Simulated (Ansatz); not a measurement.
According to r²SCAN+D4 (plane waves, PAW; program Ansatz), BAs in the orthorhombic phase (Pnma; B on 4c, As on 4c) relaxes to a = 6.566 Å, b = 3.407 Å, c = 5.666 Å. Its formation energy from the elements is 0.18 eV/atom, with no fitted shifts.

The Kohn–Sham gap is 0.54 eV (indirect). The screened hybrid HSE06 puts the gap at 1.08 eV. Gap from r²SCAN+D4 with spin–orbit coupling: 0.54 eV. The hole mass is 0.15, 0.44, 0.82 mₑ (principal values).

The bulk modulus is 108 GPa. The elastic constants imply a Debye temperature near 522 K. Bader charges are B +0.20, As -0.20 e.

The start of the workflow was typed in or built on a structure type; neither database checked (COD, Materials Project) lists it. It is not the phase usual at ambient conditions (space group No. 216). The r²SCAN+D4 relaxation kept the symmetry of its start; its stability against distortions is not shown here. The volume moved by 25 % from the start of the relaxation. Its formation energy is positive at this level, so the cell may be metastable or incomplete. The references are the lowest solids computed at this level, not always the standard phases. Scalar-relativistic: spin–orbit coupling is off unless named, which matters more the heavier the elements.

Potentials: the later of the program's two PAW sets.
